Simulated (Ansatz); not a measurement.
Mo (bcc (W type), Im-3m) under volume change, PBEsol in the plane-wave PAW code Ansatz, scaled uniformly.

| V (Å³/atom) | E − E(relaxed) (meV/atom) | P (GPa) |
|---|---|---|
| 13.945 | 128.7 | 32.49 |
| 14.405 | 54.0 | 19.89 |
| 14.864 | 12.8 | 9.15 |
| 15.324 | 0.0 | 0.00 |
| 15.784 | 11.5 | -7.80 |
| 16.243 | 43.6 | -14.44 |
| 16.703 | 93.4 | -20.11 |

### Question
What does a third-order Birch–Murnaghan fit give for V₀, B₀ and B′?

### Answer
V₀ = 15.32 Å³/atom, B₀ = 281 GPa, B′ = 4.3.

Symmetry was held in the PBEsol relaxation. The run is not spin-polarised.

Potentials: the earlier of the program's two PAW sets. The files were generated under PBE; for other functionals the program regenerates the frozen cores, and for LDA and PBEsol the local potential too.
